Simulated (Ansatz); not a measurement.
# What DFT gives for ZnGa4

```
Zn Ga
1.0
     5.55239    0.00000    0.00000
     0.00000    6.47384    0.00000
    -1.77589    0.00000    5.14296
Zn Ga
2 8
Direct
  0.50000 0.33737 0.25000
  0.50000 0.66263 0.75000
  0.27420 0.60630 0.00290
  0.72580 0.60630 0.49710
  0.72580 0.39370 0.99710
  0.27420 0.39370 0.50290
  0.24430 0.13750 0.02330
  0.75570 0.13750 0.47670
  0.75570 0.86250 0.97670
  0.24430 0.86250 0.52330
```

The numbers come from plane-wave PAW DFT (Ansatz): PBE, no spin polarisation, 420 eV, 5×5×6 Γ-centred k points, cold occupations (width 0.1708 eV). Nothing was relaxed.

**Electronic structure.** It is a metal, with about 3.7 states/eV a cell as the mean within 0.25 eV of the Fermi level, mostly Ga p (70 %) and Ga s (23 %).
**Charges.** Bader charges in e: Zn -0.49, Ga +0.12. In the mean Ga gives up most and Zn takes most, against the order of Pauling's electronegativities.
**Stress.** The pressure is 25.3 GPa (compression positive), so with the atoms held at these fractions the cell would first expand; the forces are large, so a full relaxation may end otherwise. The principal stresses 21.7, 25.0, 29.2 GPa differ, so its shape would change too.
**Forces.** The largest is on Ga8 (and as large on other atoms): 6.72 eV/Å, components (3.59, -4.22, 3.81). It makes 178° with the line to a nearest neighbour, Zn1 at 2.02 Å, pointing away from it.
**Contacts.** Zn–Ga at 2.02 Å: least valence density 0.73 e/Å³ and ELF 0.38 there. These are pseudo-fields; inside the PAW spheres they differ from the all-electron ones.

Origin: a known structure type with other elements, at an estimated volume, so it need not be a known compound. Caveats: atoms or cell far from equilibrium; wide smearing.
